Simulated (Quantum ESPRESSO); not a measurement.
ZnSe is modelled in the cubic space group F-43m (No. 216), the zinc blende structure, Pearson symbol cF8. Cell: a = b = c = 5.5672 Å, α = β = γ = 90.00°. Zn on 4a sees 4 Se at 2.411 Å (tetrahedral). Se on 4d has 4 Zn at 2.411 Å (tetrahedral). (Neighbours: up to the widest gap in distance over summed covalent radii, below 1.35, at either atom; cation-cation contacts left out.)
(The calculation used a cell of 2 atoms; values per cell refer to that cell.)

Cell and atoms were relaxed with LDA from Materials Project entry mp-1190, within its symmetry.

**Question.** What does LDA (Quantum ESPRESSO, PseudoDojo norm-conserving, 86 Ry, scalar-relativistic) give for the electronic structure near the Fermi level?

**Answer.** The LDA gap is direct, 1.25 eV at Γ. Spin-orbit splittings are left out.
